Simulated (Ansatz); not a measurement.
PIr₂:
```xyz
3
Lattice="0.0000 2.7740 2.7740 2.7740 0.0000 2.7740 2.7740 2.7740 0.0000" Properties=species:S:1:pos:R:3 pbc="T T T"
Ir     1.3870     1.3870     1.3870
Ir     4.1609     4.1609     4.1609
P      0.0000     0.0000     0.0000
```

Relaxed with r²SCAN.

Map the valence electron density (e/Å³), cut off at 4 on the plane through (0.250, 0.250, 0.250) spanned by u = [1, 0, 0] and v = [-1, 1, 1] in lattice vectors, from r²SCAN (plane waves, PAW; program Ansatz).

x is the fraction of u, y of v (the angle between them is 90°; rows are the nearest grid lines); atoms in the plane: Ir at (0.00, 0.00), Ir at (0.00, 0.50), P at (0.50, 0.75).
```
y \ x   0.000  0.100  0.200  0.250  0.350  0.450  0.550  0.650  0.750  0.800  0.900   1.00
------  -----  -----  -----  -----  -----  -----  -----  -----  -----  -----  -----  -----
1.00     4.00   4.00   2.27  0.886  0.304  0.214  0.214  0.304  0.886   2.27   4.00   4.00
0.929    4.00   4.00   1.54  0.806  0.473  0.444  0.445  0.473  0.805   1.54   4.00   4.00
0.857    1.99   1.37  0.726  0.634  0.696  0.635  0.635  0.697  0.635  0.725   1.37   1.99
0.786   0.476  0.448  0.482  0.573  0.673  0.184  0.184  0.673  0.573  0.482  0.448  0.476
0.679   0.801  0.673  0.557  0.595  0.724  0.432  0.432  0.724  0.595  0.556  0.673  0.801
0.607    4.00   3.20   1.04  0.709  0.590  0.603  0.603  0.590  0.710   1.04   3.20   4.00
0.536    4.00   4.00   2.07  0.882  0.378  0.306  0.306  0.378  0.881   2.06   4.00   4.00
0.464    4.00   4.00   2.00  0.784  0.246  0.155  0.155  0.246  0.785   2.00   4.00   4.00
0.393    4.00   3.16  0.835  0.425  0.153  0.089  0.089  0.152  0.424  0.835   3.16   4.00
0.321   0.801  0.609  0.297  0.196  0.089  0.054  0.054  0.089  0.196  0.297  0.608  0.801
0.214   0.476  0.385  0.217  0.151  0.073  0.045  0.045  0.073  0.151  0.217  0.385  0.476
0.143    1.99   1.31  0.482  0.282  0.117  0.069  0.069  0.116  0.281  0.483   1.31   1.99
0.0714   4.00   4.00   1.40  0.609  0.196  0.116  0.116  0.197  0.610   1.40   4.00   4.00
0.000    4.00   4.00   2.27  0.886  0.304  0.214  0.214  0.304  0.886   2.27   4.00   4.00
```

The density is the valence pseudo-density with augmentation charge, so density and ELF within about 1 Å of a nucleus are not all-electron values.

Space group Fm-3m (fluorite or antifluorite type). The workflow started from an entry of the Crystallography Open Database (COD). Whether it is the stable phase at ambient conditions was not checked. Symmetry was held in the r²SCAN relaxation; its stability against distortions is not shown here. No spin polarisation was allowed. Spin–orbit coupling is left out wherever it is not named.

Potentials: the later of the program's two PAW sets.
